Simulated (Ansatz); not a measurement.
An Ansatz (a first-principles code) run. Input:

Ansatz 0.2 input:
```yaml
crystal:
  lattice:
    - [4.2252570182, 0.0, 0.0]
    - [0.0, 5.9713717094, 0.0]
    - [0.0, 0.0, 4.2252721459]
  atoms:
    - { symbol: Pb, position: [0.5, 0.5, 0.2499242155] }
    - { symbol: Pb, position: [0.0, 0.0, 0.7500757845] }
    - { symbol: S, position: [0.0, 0.5, 0.7500792364] }
    - { symbol: S, position: [0.5, 0.0, 0.2499207636] }
kpoints:
  mp_grid: { grid: [7, 5, 7] }
hamiltonian:
  xc: r2scan
  pseudopotentials: { kind: paw }
scf:
  occupations: { method: fixed }
checkpoint: { read: static.run }
output: { bader: true, populations: true }
```

Output (shortened):

```
Pseudopotential: Pb, paw, valence charge 14
Pseudopotential: S, paw, valence charge 6
Functional definition: r2SCAN
Crystal: 4 atoms, lattice volume = 106.606 Å³
Basis set: ecut = 500 eV, 2725 PW (Γ), exchange–correlation on 128×180×128 points (64 copies of the dense FFT grid, shifted against one another)
Bands: 24, of which v1, the nominal top of the filled ones, is band 20 counted from 1 (19 counted from 0)
Symmetry: 8 space group operations
Space group: Pmmn (ITA 59), of the structure as read, at distance tolerance 4.7e-5 Å
k-points: 48 of 245
Stability of the state it starts from, as read at its close in the unpolarized treatment …
iter 1 solved again at ethr=1.36e-7 eV; its pass at ethr=3.10e-3 eV (dr2=5.45e-5 eV) is discarded
SCF iter   1: F=—  HF=-25656.006782 eV  |F-HF|=—  |Δ(HF+E_count)|=         —  Δρ=9.39e-7  dr2=8.51e-10  dr2_τ=5.15e-11  ethr=1.36e-7  ⟨swp⟩=3.2  Hψ=8203  notcnv=0  defer=95
preconditioner: auto → Resta (q_TF=auto, 2.317 Å⁻¹)
SCF iter   2: F=-25656.006782 eV  HF=-25656.006782 eV  |F-HF|=3.27e-10  |Δ(HF+E_count)|=   1.23e-8  Δρ=5.64e-7  dr2=3.64e-10  dr2_τ=6.35e-11  ethr=2.13e-12  ⟨swp⟩=9.0  Hψ=6654  notcnv=0
SCF 1 converged in 2 iterations: F = -25656.006782 eV  dr2 = 3.64e-10
SCF converged after 2 iterations
Free energy (F): -25656.006782 eV
Harris-Foulkes:  -25656.006782 eV  (|F-HF|=3.27e-10)
Internal energy: -25656.006782 eV  (E = F + TS)
E sigma→0 (E₀):  -25656.006782 eV
Fermi energy:    7.725333 eV
--- Per-component energies (eV) ---
  E_band       = -144.052182
  E_kinetic    = 784.746857
  E_local      = -2477.531670  (includes V_loc(G=0)·N_el)
  E_nonlocal   = 758.159441
  E_hartree    = 963.692755
  E_xc         = -601.205015
  E_vxc        = -479.950147  (∫ρ·V_xc dr)
  E_paw        = -22080.438328  (= ΣΔE_a)
  E_vpaw       = -686.657153  (= ΣTr[D̂ρ^β])
  E_aug_tail   = 0.000039  (compensation charges beyond the density's cutoff)
  E_vtau       = 29.794322  (kinetic-family band-sum trace: ∫τ·v_τ [+ j·A + Jᵃ·Aᵃ] dr)
  E_ewald      = -3005.142332
  E_core_change = 1.711471  (= ΣΔE_core)
  E_smearing   =  0.000000  (= −TS)
  E_closure    = 0.000000  (closes the sum)
  Σ components = -25656.006782   (vs F -25656.006782, Δ=0.00e0)
  [band-id]    e_kinetic+e_local+e_nonlocal+2·e_hartree+e_vxc+e_vpaw+e_augmentation_tail+e_vtau = -144.052801   (vs E_band -144.052182, Δ=-6.19e-4)
--- Band table (eV; the first three rows and the last of 48) ---
  k-point 0: bands = ["-9.6069", "-9.4990", "-9.4762", "-9.4757", "-9.4757", "-9.4549", "-9.4541", "-9.4312", "-9.4201", "-9.4201", "-6.0251", "-4.3990", "0.6756", "1.8609", "2.7916", "4.5182", "4.5183", "5.7634", "5.7689", "5.7690", "12.2160", "13.4800", "13.4800", "13.4957"]
  k-point 1: bands = ["-9.5927", "-9.4918", "-9.4757", "-9.4727", "-9.4723", "-9.4591", "-9.4535", "-9.4379", "-9.4257", "-9.4226", "-5.9103", "-4.3925", "0.3386", "1.4575", "2.9302", "4.6885", "4.8987", "5.6279", "5.8847", "6.1654", "12.1934", "12.2584", "12.6081", "13.1245"]
  k-point 2: bands = ["-9.5579", "-9.4740", "-9.4738", "-9.4736", "-9.4679", "-9.4644", "-9.4534", "-9.4472", "-9.4396", "-9.4297", "-5.5846", "-4.4376", "-0.2306", "0.6412", "3.3269", "5.1592", "5.2226", "5.7415", "6.1365", "6.9703", "10.5435", "11.2990", "11.3262", "12.0696"]
  k-point 47: bands = ["-9.5614", "-9.5599", "-9.4719", "-9.4706", "-9.4569", "-9.4529", "-9.4482", "-9.4440", "-9.4240", "-9.4239", "-4.4419", "-4.4046", "-0.1445", "-0.1203", "3.3719", "3.6949", "3.8912", "4.1993", "6.5495", "6.6492", "10.7061", "10.7735", …
--- Löwdin populations: 4 sites ---
  site symbol       q [e]
     0     Pb     13.4224
     1     Pb     13.4224
     2      S      6.5171
     3      S      6.5171
  spilling = 0.003024 (of n_electrons = 40.000000)
--- Bader charges: 4 sites ---
  site symbol  charge [e]  shift [e]
     0     Pb      1.0644     0.0000
     1     Pb      1.0644     0.0000
     2      S     -1.0644     0.0000
     3      S     -1.0644     0.0000
  shift: an alarm, by how much a part of what the PAW files miss would move the charge. Where it is large, compare
  with a run on PAW files of another source; a small one proves nothing
  estimated error of the sums over rays = 3.4e-4 e
```

Cost: around 24 core-seconds (rough) on shared cores.

Space group Fm-3m (rock salt). Symmetry was held in the r²SCAN relaxation. Point labels and valley counts follow the cell and symmetry of the run, lower than the named group. Scalar-relativistic: spin–orbit coupling is off unless named, which matters more the heavier the elements.

Potentials: the later of the program's two PAW sets.

Ansatz is a plane-wave DFT program.
